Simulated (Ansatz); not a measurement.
According to the program Ansatz at the PBE level (PAW), SiB$_{2}$Os$_{2}$ in the orthorhombic phase (Cmmm; Si on 2a, Os on 4j, B on 4i) relaxes to a = 2.910 Å, b = 13.100 Å, c = 2.811 Å. Its formation energy from the elements is 0.18 eV/atom, with no fitted shifts.

Electronic character: metallic (no gap).

The start of the workflow was typed in or built on a structure type; neither database checked (COD, Materials Project) lists it. Its standing as an ambient phase is unchecked. The cell was relaxed with PBE under the symmetry of its start; whether a distortion lowers the energy is not shown. No spin polarisation was allowed. Its formation energy is positive at this level, so the cell may be metastable or incomplete. The references are the lowest solids computed at this level, not always the standard phases. Spin–orbit coupling is left out wherever it is not named.

Potentials: the later of the program's two PAW sets.
